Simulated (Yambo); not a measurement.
**Ca2RuH6: lowest vertical excitons**

```
Ca2RuH6
1.0
    0.00000     3.59668     3.59668
    3.59668     0.00000     3.59668
    3.59668     3.59668     0.00000
H Ca Ru
6 2 1
Direct
  0.76290   0.76290   0.23710
  0.23710   0.23710   0.76290
  0.23710   0.76290   0.76290
  0.76290   0.23710   0.23710
  0.76290   0.23710   0.76290
  0.23710   0.76290   0.23710
  0.75000   0.75000   0.75000
  0.25000   0.25000   0.25000
  0.00000   0.00000   0.00000
```

The geometry is that of Materials Project entry mp-1079896, symmetrised and not relaxed again.

BSE in Yambo on PBEsol (pw.x of Quantum ESPRESSO, ONCV potentials, without SOC) bands: 8×8×8 mesh, 6 valence and 3 conduction bands, static screening with 54 bands and a 3 Ry block, scissor 1.35 eV, Tamm-Dancoff; field along x.

```
state  energy (eV)  states within 2 meV  relative strength  class    main transitions
-----  -----------  -------------------  -----------------  -----  ------------------
1             3.07                    3             < 0.01   dark  several band pairs
2             3.35                    3             < 0.01   dark  several band pairs
3             3.51                    3             < 0.01   dark  several band pairs
4             3.54                    3             < 0.01   dark  several band pairs
5             3.60                    2             < 0.01   dark      VB → CB (64 %)
6             3.61                    1             < 0.01   dark     VB → CB (100 %)
7             3.62                    3               1.00   weak      VB → CB (77 %)
8             3.63                    3             < 0.01   dark    VB−1 → CB (81 %)
9             3.64                    2             < 0.01   dark      VB → CB (75 %)
```

These are vertical excitations (zero momentum). The direct quasiparticle gap on this mesh is 3.70 eV; counted from there, state 1 is bound by 0.63 eV. Convergence with the mesh was not shown.

Spin singlets only. Strengths are relative to the strongest of the lowest states of this run; strong means a line over 3 % of the spectrum's maximum, dark under 0.03 %. Absolute energies carry the error of the G0W0 scissor, whose convergence isn't established.

Spin-orbit splittings are left out.

The structure is a Materials Project entry; no match was found in the copy of COD used, and its stability was not checked.
